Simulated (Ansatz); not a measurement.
## Relaxing nickel (diamond)

Level of theory: DFT, m-r2SCAN, plane waves (500 eV) with PAW, scalar-relativistic in Ansatz. The PAW files were generated under PBE, with cores re-solved for the functional.

k-point mesh 11×11×11, Fermi-Dirac smearing 0.05 eV, starting moments 0.80 ×2 μB. Cell and atoms relax.

Starting structure:

```yaml
crystal:
  lattice:
    - [0.0, 2.4534603088, 2.4534603088]
    - [2.4534603088, 0.0, 2.4534603088]
    - [2.4534603088, 2.4534603088, 0.0]
  atoms:
    - { symbol: Ni, position: [0.125, 0.125, 0.125], spin: 0.8 }
    - { symbol: Ni, position: [0.875, 0.875, 0.875], spin: 0.8 }
hamiltonian:
  xc: mr2scan
  pseudopotentials:
    kind: paw
    azcp:
      Ni: "pseudopotentials/Ni.paw.azcp"
basis:
  ecutwfc: 500
  fft_grid_basis: typed
kpoints:
  mp_grid: { grid: [11, 11, 11], shift: [0, 0, 0] }
magnetization:
  spin_polarized: true
scf:
  occupations: { method: fermi_dirac, width: 0.05 }
relax:
  max_steps: 60
  f_tol: 0.01
  cell: {}
```

Problem. What cell does the relaxation end in?

Solution. Fd-3m (spin ignored) with a = 5.018 Å; 15.80 Å³ per atom against 14.77 at the start (7.0 %).

Problem. How much energy does the relaxation gain?

Solution. 24.9 meV per atom.

Problem. Which magnetic state does it end in?

Solution. ferromagnetic, net 0.79 μB per atom; moments 0.82 ×2 μB.

m-r²SCAN is r²SCAN on the gauge-invariant kinetic-energy density; without spin polarisation the two are equal.
